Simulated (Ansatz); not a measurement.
B in space group I4_132 (No. 214; B on 8a), PBEsol in the plane-wave PAW code Ansatz. The conduction-band minimum lies on the Γ–P line, 21 % of the way from Γ, with 8 equivalent valleys. Second derivatives d²E/dk² of the lowest band at one valley (eV·Å²), along Cartesian directions:

```
direction  d²E/dk²
---------  -------
[100]        9.945
[010]        9.945
[001]        9.945
[110]        6.399
[101]        6.399
[011]        6.399
```

**Question.** Find the principal effective masses, the density-of-states mass and the conductivity mass.

**Answer.** Off-diagonal terms follow from H_xy = H[110] − (H_xx + H_yy)/2, and m*/mₑ = 7.620 eV·Å² over each eigenvalue: 0.56, 0.56, 2.7. One valley's DOS mass (m₁m₂m₃)^(1/3) = 0.95, conductivity mass 3/(Σ 1/mᵢ) = 0.77 mₑ.

**Question.** What effective density of states Nc follows at 300 K for parabolic valleys?

**Answer.** Nc = 2.509e19 × 8 × (0.95)^(3/2) ≈ 1.9e20 cm⁻³.

**Question.** With the computed static dielectric constant 8.46 (mean of the diagonal), estimate a hydrogenic donor's binding energy and radius.

**Answer.** E = 13.606 eV × 0.77/8.46² ≈ 150 meV; a = 0.529 Å × ε/m* ≈ 5.8 Å. Semilocal masses tend to be too small where the gap is.

The start of the workflow was typed in or built on a structure type; neither database checked (COD, Materials Project) lists it. It is not the phase usual at ambient conditions (space group No. 166). The cell was relaxed with PBEsol under the symmetry of its start; phonons on a q-mesh show weakly imaginary modes.

Potentials: the later of the program's two PAW sets.
